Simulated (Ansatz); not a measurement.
Cd2TeS:
```cif
data_Cd2STe
_chemical_formula_sum 'Cd2 Te1 S1'
_space_group_name_H-M_alt 'P3m1'
_space_group_IT_number 156
_space_group_name_Hall 'P 3 -2"'
_cell_length_a 4.34641
_cell_length_b 4.34641
_cell_length_c 7.14135
_cell_angle_alpha 90.000
_cell_angle_beta 90.000
_cell_angle_gamma 120.000
loop_
_atom_site_label
_atom_site_type_symbol
_atom_site_symmetry_multiplicity
_atom_site_Wyckoff_symbol
_atom_site_fract_x
_atom_site_fract_y
_atom_site_fract_z
_atom_site_occupancy
Cd1 Cd 1 c 0.66667 0.33333 0.47219 1
Cd2 Cd 1 a 0.00000 0.00000 0.02489 1
Te1 Te 1 a 0.00000 0.00000 0.63101 1
S1 S 1 c 0.66667 0.33333 0.11990 1
```

Relaxed with PBEsol. PBEsol in the plane-wave PAW code Ansatz gives no gap.

**Question.** What gap does HSE06 give on the same cell (Ansatz, PAW)?

**Answer.** 0.92 eV. The hybrid was solved on a coarser mesh and at special points; its gap is the smallest among all of these. On such a mesh it can open a false gap in a semimetal.

```tsv
k	v1 PBEsol	c1 PBEsol	v1 HSE06	c1 HSE06
Γ	0.00	0.00	0.00	0.92
A	-0.12	1.26	-0.11	2.21
K	-2.14	3.24	___	___
H	-1.34	2.81	___	___
M	-0.95	2.22	___	___
L	-1.21	2.00	___	___
```

**Question.** Top valence (v1) and lowest conduction level (c1) in eV from each method's valence maximum (which need not be a listed point): supply the withheld HSE06 values.

**Answer.** 
- K, v1 HSE06: -2.31
- K, c1 HSE06: 4.05
- H, v1 HSE06: -1.44
- H, c1 HSE06: 3.77
- M, v1 HSE06: -1.03
- M, c1 HSE06: 3.16
- L, v1 HSE06: -1.28
- L, c1 HSE06: 2.88

Cost on shared cores: the PBEsol run (SCF on a 11×11×6 mesh, then bands and DOS) about 2.5 core-minutes (a rough figure), the HSE06 run (SCF on 6×6×3, then a few points) about 5 core-minutes (a rough figure); the tasks are unlike.

The workflow started from a Materials Project entry (that database holds measured and hypothetical structures alike); the Crystallography Open Database copy checked does not list it. Whether it is the stable phase at ambient conditions was not checked. Symmetry was held in the PBEsol relaxation; of distortions, only those at the zone centre were tested. Scalar-relativistic: spin–orbit coupling is off unless named, which matters more the heavier the elements.

Potentials: the later of the program's two PAW sets.
